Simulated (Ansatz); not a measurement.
Polymorphs of NaF, each relaxed with PBE in the plane-wave PAW code Ansatz:

A: P6_3/mmc
a = b = 3.9423 Å, c = 4.6556 Å, α = β = 90.00°, γ = 120.00°

| atom | site | symmetry | x | y | z |
|---|---|---|---|---|---|
| Na | 2d | -6m2 | 0.6667 | 0.3333 | 0.2500 |
| F | 2c | -6m2 | 0.3333 | 0.6667 | 0.2500 |

B: rock salt (Fm-3m)
a = 4.7011 Å, b = 4.7011 Å, c = 4.7011 Å, α = 90.00°, β = 90.00°, γ = 90.00°

```csv
atom,site,symmetry,x,y,z
Na,4a,m-3m,0.0000,0.0000,0.0000
F,4b,m-3m,0.5000,0.5000,0.5000
```

C: zinc blende (F-43m)
a = b = c = 5.1548 Å, α = β = γ = 90.00°

```csv
atom,site,symmetry,x,y,z
Na,4a,-43m,0.0000,0.0000,0.0000
F,4d,-43m,0.7500,0.7500,0.7500
```

### Question
Rank these by energy per atom at 0 K (lowest first), as PBE gives it.

### Answer
B (+0 meV/atom), A (+35 meV/atom), C (+86 meV/atom)

### Question
Give each one's gap.

### Answer
A 5.50 eV; B 6.09 eV; C 5.45 eV.

Typed or built starts, not in the databases checked: A; C. Not the usual ambient phase: A; C. All cells were relaxed under the symmetry of their starts (and spin orders); stability against distortions was not tested throughout.

Energies hold the estimated change up to a 700 eV cutoff; steps of a few meV lie near the error of the meshes.

Potentials: the later of the program's two PAW sets.
